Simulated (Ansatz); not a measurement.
TePt:
```
TePt
1.0
    4.19798     0.00000     0.00000
   -2.09899     3.63555     0.00000
    0.00000     0.00000     5.50320
Te Pt
2 2
Direct
  0.66667   0.33333   0.75000
  0.33333   0.66667   0.25000
  0.00000   0.00000   0.50000
  0.00000   0.00000   0.00000
```

Relaxed with LDA. Special points in fractions of this cell's reciprocal vectors: Γ (0.000, 0.000, 0.000); M (0.500, 0.000, 0.000); K (0.333, 0.333, 0.000); A (0.000, 0.000, 0.500); L (0.500, 0.000, 0.500); H (0.333, 0.333, 0.500).

**Question.** List the band energies nearest the Fermi level at these points for LDA in the plane-wave PAW code Ansatz.

**Answer.** In eV from the Fermi level; about four levels below and three above (degenerate sets whole), none deeper than 8.9 eV; points with the same levels are listed once.

| k | below | above |
|---|---|---|
| Γ | -1.92 -1.92 -1.67 -1.67 | 0.24 0.69 1.65 1.65 |
| M | -2.62 -2.09 -1.91 -1.61 | 1.45 2.60 3.49 |
| K | -1.13 -1.13 -0.41 -0.41 | 2.76 4.58 7.08 7.08 |
| A | -3.45 -3.45 -3.45 -3.45 -2.62 -2.62 | 1.02 1.02 1.02 1.02 |
| L | -3.01 -3.01 -0.44 -0.44 | 0.46 0.46 2.63 2.63 |
| H | -2.35 -2.35 -1.98 -1.98 | 2.53 2.53 4.13 4.13 |

Space group P6_3/mmc (NiAs type). The workflow started from a Materials Project entry (that database holds measured and hypothetical structures alike); the Crystallography Open Database files this formula in space group No. 194, but the cells were not matched. Whether it is the stable phase at ambient conditions was not checked. Symmetry was held in the LDA relaxation; its stability against distortions is not shown here. No spin polarisation was allowed. Scalar-relativistic: spin–orbit coupling is off unless named, which matters more the heavier the elements.

Potentials: the later of the program's two PAW sets.
